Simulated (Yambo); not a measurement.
G0W0@PBEsol for CsHF₂ (space group I4/mcm, No. 140) in Yambo (2×2×2 mesh, 7 Ry block, plasmon pole, screening fixed), without a terminator:

```csv
bands N in G,gap Γ → Γ (eV),shift of the valence edge (eV)
78,9.865,-1.942
133,9.901,-2.168
207,9.968,-2.314
```

Extrapolate both columns to infinite N with E(N) = E∞ + A/N, test the form, and compare with the terminator.

From two points, E∞ = (N2 E2 − N1 E1)/(N2 − N1). The two largest N give 10.09 eV for the gap and -2.58 eV for the shift; the two smallest give 9.95 eV and -2.49 eV. For the gap the slopes A are -6.8 and -25 eV: the form isn't reached, and its limit is uncertain. For the shift the slopes A are 43 and 54 eV: the form isn't reached, and its limit is uncertain. With the Bruneval-Gonze terminator and 207 bands the run gives 10.08 eV and -2.50 eV, 0.01 eV and 0.08 eV from the extrapolated values: the terminator too is an estimate of the remainder. Block, mesh and the bands in W are held fixed.

Geometry of the Materials Project entry, not relaxed at this level; primitive cell a = b = c = 5.8142 Å, α = β = 116.57°, γ = 96.04°.

The structure is a Materials Project entry; no match was found in the copy of COD used, and its stability was not checked.

A shift is the quasiparticle energy of the state minus its PBEsol energy.
